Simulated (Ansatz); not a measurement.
YCo5 in space group P6/mmm (No. 191; Y on 1a, Co on 2c, Co on 3g) at seven volumes, PBEsol (plane waves, PAW; program Ansatz), shape and atoms relaxed at each. One row is withheld.

```
V (Å³/atom)  P (GPa)
-----------  -------
11.975         19.47
12.369         12.03
12.764          5.54
13.159          0.00
13.554             ?
13.948         -8.70
14.343        -12.05
```

### Question
Fit the shown pressures and predict the withheld one.

### Answer
P = (3/2)B₀(x^(7/2) − x^(5/2))[1 + (3/4)(B′ − 4)(x − 1)] with x = (V₀/V)^(2/3). Least squares on the six rows gives V₀ = 13.162 Å³/atom, B₀ = 169 GPa, B′ = 4.25. At V = 13.554, x = 0.9806 and P = -4.66 GPa. The run itself gave -4.70 GPa.

The workflow started from a Materials Project entry (that database holds measured and hypothetical structures alike); the Crystallography Open Database files this formula in space group No. 191, but the cells were not matched. Whether it is the stable phase at ambient conditions was not checked. Symmetry was held in the PBEsol relaxation, as lowered by the spin order; whether a distortion lowers the energy is not shown. Spin order of the final state: ferrimagnetic, chosen from 4 collinear starts compared on coarse meshes (ties went to the first, and starts can fall back to one state), not a proven ground state.

Potentials: the later of the program's two PAW sets.
